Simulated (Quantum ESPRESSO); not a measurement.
```cif
data_Se4W2
_chemical_formula_sum 'Se4 W2'
_space_group_name_H-M_alt 'P63/mmc'
_space_group_IT_number 194
_space_group_name_Hall '-P 6c 2c'
_cell_length_a 3.31993
_cell_length_b 3.31993
_cell_length_c 13.73719
_cell_angle_alpha 90.000
_cell_angle_beta 90.000
_cell_angle_gamma 120.000
loop_
_atom_site_label
_atom_site_type_symbol
_atom_site_symmetry_multiplicity
_atom_site_Wyckoff_symbol
_atom_site_fract_x
_atom_site_fract_y
_atom_site_fract_z
_atom_site_occupancy
Se1 Se 4 f 0.66667 0.33333 0.12900 1
W1 W 2 c 0.33333 0.66667 0.25000 1
```

The geometry is that of Materials Project entry mp-1821, symmetrised and not relaxed again.

**Question.** What does PBEsol (Quantum ESPRESSO, PseudoDojo norm-conserving, 86 Ry, with spin-orbit coupling) give for the electronic structure near the Fermi level?

**Answer.** The PBEsol gap is indirect, 1.10 eV, from Γ to 43 % of the way from K to Γ; the smallest direct gap is 1.22 eV. 

The distance between layers or molecules is the database entry's, not relaxed here. Functionals without dispersion can leave it too large, which widens gaps and weakens the response across layers: the numbers belong to this cell.
